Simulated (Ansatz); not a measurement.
This cell of TiO2 (anatase) is off equilibrium:

```
CELL_PARAMETERS angstrom
     -1.83385     1.83385     4.68301
      1.83385    -1.83385     4.68301
      1.83385     1.83385    -4.68301
ATOMIC_POSITIONS crystal
  Ti 0.50000 0.50000 0.00000
  Ti 0.25000 0.75000 0.50000
  O  0.28990 0.28990 0.00000
  O  0.03990 0.53990 0.50000
  O  0.46010 0.96010 0.50000
  O  0.71010 0.71010 0.00000
```

Method: PBE (plane waves to 420 eV, PAW, scalar-relativistic; Ansatz, a first-principles code). k mesh 12×12×12 (Γ-centred), Fermi-Dirac smearing 0.05 eV. The energy includes the smearing's −TS. Stress and pressure are positive under compression. TiO2 is run without spin polarisation. TiO2 was relaxed with its symmetry unable to fall.

Task: Give the stress tensor in GPa and the pressure.

Result: 
```
   27.7      0.0      0.0
    0.0     27.7      0.0
    0.0      0.0     19.8
```
The pressure, a third of the trace, is 25.1 GPa.

Task: It is the relaxed cell scaled evenly to V/V₀ = 0.900, atoms relaxed where free. What is its energy relative to the relaxed cell?

Result: 83.0 meV/atom.

(Under strain, the slope of the energy per volume gives the stress and its curvature an elastic modulus.)
